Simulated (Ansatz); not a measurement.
## MgTeW3O12: what each run costs

Cell: 17 atoms, space group P1, a = 5.197 Å, b = 5.741 Å, c = 7.837 Å, α = 82.90°, β = 89.42°, γ = 89.61°.

All runs are DFT with Ansatz 0.2.0 on 2 threads of Arm Neoverse V1 (aarch64; 28 cores open to the job, memory cap 5.0 GiB, no GPU), a shared host.

(1) Rank the runs by wall time, shortest first.
A. single point at relaxed positions, r2SCAN, 500 eV, 5×4×3 k-points, smearing 0.02 eV
B. relaxation of the ions, PBE, 420 eV, 5×4×3 k-points, smearing 0.02 eV
C. single point, PBE, 420 eV, 5×4×3 k-points, smearing 0.02 eV

Results:

(1) C (71 s, 0.83 GiB), A (2.1 min, 1.3 GiB), B (4.8 min, 0.94 GiB).
